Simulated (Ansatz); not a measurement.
**LaF₂ in the CdI2-type structure**

The computed numbers are results of PBE, scalar-relativistic (no spin polarisation) in the plane-wave PAW code Ansatz at 420 eV, 10×10×6 k-mesh, Gaussian smearing of 0.05 eV. The datasets are Ansatz's generated set soft_2.

```
La F
1.0
     3.65141    0.00000    0.00000
    -1.82570    3.16221    0.00000
     0.00000    0.00000    5.60275
La F
1 2
Direct
  0.00000 0.00000 0.00000
  0.33333 0.66667 0.24012
  0.66667 0.33333 0.75988
```

This is a trial structure made by placing the elements on a prototype's sites, so it needn't be the stable form.

The cell has space group P-3m1 (read at 0.01 Å). In it the stress is 0.01, 0.01, 0.02, 0.00, 0.00, 0.00 GPa and the largest force component 0.000 eV/Å. Each change below starts from this cell, without further relaxation. Stress is in GPa, positive in compression, in the order xx, yy, zz, yz, xz, xy; energies are counted from the cell above and are free energies with the smearing's entropy, which match forces and stress in a metal.

Task: What happens when atom 3 (F) is moved by 0.02 Å along y?

Result: The energy changes by 0.4 meV per cell, and the force on it along the shift is -0.0403 eV/Å (−F/u = 2.01 eV/Å²). Stress: -0.10, 0.14, 0.02, 0.12, 0.00, 0.00.
| atom | Fx (eV/Å) | Fy | Fz |
| --- | --- | --- | --- |
| La1 | 0.000 | 0.044 | 0.001 |
| F2 | 0.000 | -0.004 | 0.001 |
| F3 | 0.000 | -0.040 | -0.002 |

Task: One atom was moved along a Cartesian axis, and these forces appeared. Which atom, and about how far?
```tsv
atom	Fx (eV/Å)	Fy	Fz
La1	0.000	0.162	-0.015
F2	0.000	-0.162	0.021
F3	0.000	0.001	-0.005
```

Result: Atom 2 (F) is moved by 0.08 Å along y; the energy changes by 6.5 meV per cell.

Task: What stress follows from an engineering strain of -1 % in yz, atoms carried along?

Result: -0.16, 0.19, 0.02, 0.15, 0.00, 0.00 GPa; the energy changes by 0.3 meV per cell.
```tsv
atom	Fx (eV/Å)	Fy	Fz
La1	0.000	0.000	0.000
F2	0.000	0.023	0.001
F3	0.000	-0.023	-0.001
```
The change of the stress over the strain gives a clamped-atom stiffness of about 15.0 GPa for this component.

Task: What stress follows from an engineering strain of -1 % in xy, atoms carried along?

Result: 0.02, 0.01, 0.02, 0.00, -0.17, 0.24 GPa; the energy changes by 0.5 meV per cell.
```
atom  Fx (eV/Å)     Fy      Fz
 La1      0.000  0.000   0.000
  F2     -0.024  0.000   0.001
  F3      0.024  0.000  -0.001
```
The change of the stress over the strain gives a clamped-atom stiffness of about 24 GPa for this component.

Task: All atoms and the cell are disturbed at random:
```xyz
3
Lattice="3.6465 0.0107 -0.0336 -1.8140 3.1655 0.0148 -0.0516 -0.0036 5.6463" Properties=species:S:1:pos:R:3 pbc="T T T"
La    0.1083    0.2644   -0.0343
F     0.0204    1.7371    1.3383
F     1.6523    1.1711    4.3235
```
Give the energy change, the stress and the forces.

Result: 784.2 meV per cell; stress 4.51, 13.55, 11.26, 7.09, -1.65, 1.06 GPa.
```tsv
atom	Fx (eV/Å)	Fy	Fz
La1	-0.516	-3.383	-1.660
F2	-0.011	2.725	2.514
F3	0.527	0.658	-0.854
```

Task: All atoms and the cell are disturbed at random:
```xyz
3
Lattice="3.6601 0.0073 0.0294 -1.8237 3.2012 -0.0467 0.0451 -0.0568 5.5234" Properties=species:S:1:pos:R:3 pbc="T T T"
La   -0.1494    0.1010    0.1480
F     0.0609    2.0588    1.2112
F     1.9699    0.9918    4.1468
```
Give the energy change, the stress and the forces.

Result: 355.5 meV per cell; stress 2.62, 6.74, 1.47, 0.64, 0.16, 1.81 GPa.
| atom | Fx (eV/Å) | Fy | Fz |
| --- | --- | --- | --- |
| La1 | 0.810 | -0.819 | -1.594 |
| F2 | -0.462 | 0.600 | 1.225 |
| F3 | -0.348 | 0.220 | 0.370 |

These numbers lack spin–orbit coupling. The cell is a metal with an odd number of electrons, and spin polarisation wasn't tried.
